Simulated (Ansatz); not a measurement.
CdS (zinc blende)

```
CELL_PARAMETERS angstrom
      0.00000     2.96355     2.96355
      2.96355     0.00000     2.96355
      2.96355     2.96355     0.00000
ATOMIC_POSITIONS crystal
  S  0.75000 0.75000 0.75000
  Cd 0.00000 0.00000 0.00000
```

Equation-of-state scan: isotropic scaling of the cell above, V₀ being its volume. Symmetry pins the atoms to their sites.

Method: PBE (plane waves to 420 eV, PAW, scalar-relativistic; Ansatz, an electronic-structure program). k mesh 10×10×10 (Γ-centred), Fermi-Dirac smearing 0.05 eV. E stands for the smeared free energy. CdS was relaxed with its symmetry unable to fall. The PAW data are Ansatz's earlier set. The zero of ΔE is the relaxed starting cell.

```tsv
V (Å³/atom)	ΔE (meV/atom)
21.863	153.5
22.904	79.3
23.945	32.5
24.987	7.5
26.028	0.0
27.069	6.4
28.110	24.0
29.151	50.5
30.192	84.0
```

### Question
What is the fitted pressure derivative B₀′?

### Answer
4.6.

### Question
What bulk modulus B₀ follows from a third-order Birch-Murnaghan fit?

### Answer
53.3 GPa. Check by three points about V = 26.028 Å³/atom, step 1.041: d²E/dV² ≈ (7.5 − 2·0.0 + 6.4) meV / 1.041² = 0.0128 eV/Å⁶, and V·d²E/dV² × 160.2 = 53.5 GPa.

(A scan under strain: stresses follow from slopes of the energy per volume, elastic moduli from its curvatures.)
